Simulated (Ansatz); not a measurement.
## Cs3SI (R3) at 2 levels of theory

One geometry, relaxed with PBE; plane waves with PAW potentials in Ansatz, scalar-relativistic. No spin polarisation. Gaps are the least over mesh and band path; pressure is positive in compression.

```xyz
5
Lattice="4.5617 2.6337 4.0972 -4.5617 2.6337 4.0972 0.0000 -5.2674 4.0972" Properties=species:S:1:pos:R:3 pbc="T T T"
Cs   -2.7243    0.8168    7.9458
Cs    2.0695    1.9509    7.9458
Cs    0.6548   -2.7677    7.9458
S     0.0000    0.0000    6.1367
I     0.0000    0.0000    0.7512
```

```json
{"level": "PBE", "cutoff (eV)": "420", "k mesh": "6×6×6", "gap (eV)": "1.27", "pressure (GPa)": "0.0"}
```

Question: What comes out on the same cell with PBEsol?

Answer:
```tsv
level	cutoff (eV)	k mesh	gap (eV)	pressure (GPa)
PBEsol	420	6×6×6	1.28	-0.6
```

Spin-orbit coupling matters for the bands of heavy elements and is left out.

The cell was found from a structure generator's guess, not taken from experiment.
